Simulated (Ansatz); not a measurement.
Geometry optimisation in Ansatz: input, command and trajectory.

```yaml
crystal:
  lattice:
    - [3.7825490782, 0.0, 0.0]
    - [-1.8912745391, 3.2757835928, 0.0]
    - [0.0, 0.0, 39.0772971902]
  atoms:
    - { symbol: La, position: [0.3333333333, 0.6666666667, 0.1919272964] }
    - { symbol: La, position: [0.0, 0.0, 0.2689454723] }
    - { symbol: La, position: [0.6666666667, 0.3333333333, 0.3459636482] }
    - { symbol: La, position: [0.0, 0.0, 0.4229818241] }
    - { symbol: La, position: [0.3333333333, 0.6666666667, 0.5] }
    - { symbol: La, position: [0.0, 0.0, 0.5770181759] }
    - { symbol: La, position: [0.6666666667, 0.3333333333, 0.6540363518] }
    - { symbol: La, position: [0.0, 0.0, 0.7310545277] }
    - { symbol: La, position: [0.3333333333, 0.6666666667, 0.8080727036] }
basis:
  ecutwfc: 500
kpoints:
  mp_grid: { grid: [9, 9, 1] }
hamiltonian:
  xc: r2scan
scf:
  occupations: { method: gaussian, width: 0.1 }
output:
  forces: true
  eigenvalues: true
  write_density: true
  write_potential: true
  elf: true
  volumetric_format: npy
relax:
  adjacent_minimum: "off"
  f_tol: 0.02
  max_steps: 60
efield:
  axis: 3
  dipole_correction: true
  ramp_width: 0.04
```

```bash
ansatz run input.yaml --threads 4 --pin off --max-ram 10240MiB --backend cpu --events-out ev --progress --plain --runs-dir out
```

Method: DFT r2SCAN, scalar-relativistic, plane waves, PAW (Ansatz).

Of 3 frames 3 are shown, positions in Å and forces in eV/Å; the SCF threshold varies from step to step.

```xyz
9
Lattice="3.7825 0.0000 0.0000 -1.8913 3.2758 0.0000 0.0000 0.0000 39.0773" Properties=species:S:1:pos:R:3:forces:R:3 pbc="T T T" step=1 free_energy_over_end_meV_per_atom=4.71
La    0.0000    2.1839    7.5000    0.0000    0.0000    0.2260
La    0.0000    0.0000   10.5097    0.0000    0.0000   -0.2720
La    1.8913    1.0919   13.5193    0.0000    0.0000    0.0880
La    0.0000    0.0000   16.5290    0.0000    0.0000   -0.0520
La    0.0000    2.1839   19.5386    0.0000    0.0000    0.0000
La    0.0000    0.0000   22.5483    0.0000    0.0000    0.0520
La    1.8913    1.0919   25.5580    0.0000    0.0000   -0.0880
La    0.0000    0.0000   28.5676    0.0000    0.0000    0.2720
La    0.0000    2.1839   31.5773    0.0000    0.0000   -0.2260
9
Lattice="3.7825 0.0000 0.0000 -1.8913 3.2758 0.0000 0.0000 0.0000 39.0773" Properties=species:S:1:pos:R:3:forces:R:3 pbc="T T T" step=2 free_energy_over_end_meV_per_atom=0.26
La    0.0000    2.1839    7.5948    0.0000    0.0000    0.0530
La    0.0000    0.0000   10.4822    0.0000    0.0000   -0.0710
La    1.8913    1.0919   13.5319    0.0000    0.0000    0.0370
La    0.0000    0.0000   16.5159    0.0000    0.0000   -0.0200
La    0.0000    2.1839   19.5386    0.0000    0.0000    0.0000
La    0.0000    0.0000   22.5614    0.0000    0.0000    0.0200
La    1.8913    1.0919   25.5454    0.0000    0.0000   -0.0370
La    0.0000    0.0000   28.5951    0.0000    0.0000    0.0710
La    0.0000    2.1839   31.4825    0.0000    0.0000   -0.0530
9
Lattice="3.7825 0.0000 0.0000 -1.8913 3.2758 0.0000 0.0000 0.0000 39.0773" Properties=species:S:1:pos:R:3:forces:R:3 pbc="T T T" step=3 free_energy_over_end_meV_per_atom=0.00
La    0.0000    2.1839    7.6274    0.0000    0.0000   -0.0130
La    0.0000    0.0000   10.4771    0.0000    0.0000    0.0130
La    1.8913    1.0919   13.5491    0.0000    0.0000   -0.0020
La    0.0000    0.0000   16.5132    0.0000    0.0000    0.0010
La    0.0000    2.1839   19.5387    0.0000    0.0000    0.0000
La    0.0000    0.0000   22.5640    0.0000    0.0000   -0.0010
La    1.8913    1.0919   25.5282    0.0000    0.0000    0.0020
La    0.0000    0.0000   28.6002    0.0000    0.0000   -0.0130
La    0.0000    2.1839   31.4499    0.0000    0.0000    0.0130
```

The run took 49 s on 4 threads of Intel(R) Xeon(R) 6975P-C (Granite Rapids), on a shared host, peak memory 2.1 GiB.

Spin-orbit coupling is left out, which matters for the bands of heavy elements.
